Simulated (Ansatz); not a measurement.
CdS (zinc blende)

```
CdS
1.0
    0.00000     5.92662     5.92662
    2.96331     0.00000     2.96331
    2.96331     2.96331     0.00000
S Cd
2 2
Direct
  0.37500   0.75000   0.75000
  0.87500   0.75000   0.75000
  0.00000   0.00000   0.00000
  0.50000   0.00000   0.00000
```

In this cell atom 2 (S, nearest neighbour Cd at 2.566 Å; its periodic images, 4.2 Å or more away, move with it) is moved by s along Cartesian [111], unit vector (0.577, 0.577, 0.577); all other atoms and the cell stay fixed.

Calculation: PBE (plane waves to 420 eV, PAW, scalar-relativistic; Ansatz, a first-principles code). k mesh 4×8×8 (Γ-centred), Fermi-Dirac smearing 0.05 eV. Energies are smeared free energies. Stress and pressure are positive under compression. F∥ is the force on the atom along that direction. CdS was relaxed with its symmetry unable to fall. ΔE is measured from the undisplaced structure.

```
s (Å)   P (GPa)  F∥ (eV/Å)  ΔE (eV/cell)
------  -------  ---------  ------------
-0.260     0.52      0.785        0.1226
-0.208     0.36        ___           ___
-0.156     0.22      0.582        0.0505
-0.104     0.10      0.430        0.0240
-0.052     0.03      0.238        0.0064
0.000      0.00      0.000        0.0000
0.052      0.03     -0.293        0.0074
0.104      0.14     -0.649        0.0316
0.156      0.33     -1.081        0.0762
0.208       ___     -1.603        0.1456
0.260      1.03     -2.232        0.2448
```

Q: Fill in the missing entries.

A: 
- -0.208, F∥ (eV/Å): 0.699
- -0.208, ΔE (eV/cell): 0.0839
- 0.208, P (GPa): 0.62

(For displaced atoms, the force is minus the slope of the energy, and its curvature is a force constant, which sets phonon frequencies.)
